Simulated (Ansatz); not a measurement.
Consider the following.

VS₂:
```
VS2
1.0
    3.12747     0.00000     0.00000
   -1.56373     2.70847     0.00000
    0.00000     0.00000     5.75574
V S
1 2
Cartesian
  0.00000   0.00000   0.00000
  1.56373   0.90282   4.29176
  0.00000   1.80564   1.46399
```

This is the PBEsol-relaxed structure. x, y and z are the axes in which the lattice vectors are written.

All from PBEsol in the plane-wave PAW code Ansatz, unless another level is named. Give the Poisson's ratio.

0.18.

And the elastic constants (relaxed ions, GPa)?

C11 = 189, C12 = 30.9, C13 = 14.8, C14 = -6.2, C33 = 30.8, C44 = 17.2.

Space group P-3m1 (CdI2 type). The first step of the workflow began from a Materials Project structure, measured or hypothetical; the Crystallography Open Database copy checked does not list it. Its standing as an ambient phase is unchecked. The PBEsol relaxation kept the symmetry of its start; of distortions, only those at the zone centre were tested. The workflow began spin-polarised and lost its moments. A crystal of weakly bound layers computed without a dispersion correction: the cell and the soft elastic constants depend strongly on that. As this level gives no gap, shear constants depend on the k-mesh and smearing (Fermi–Dirac, 0.1 eV here).

Potentials: the later of the program's two PAW sets.
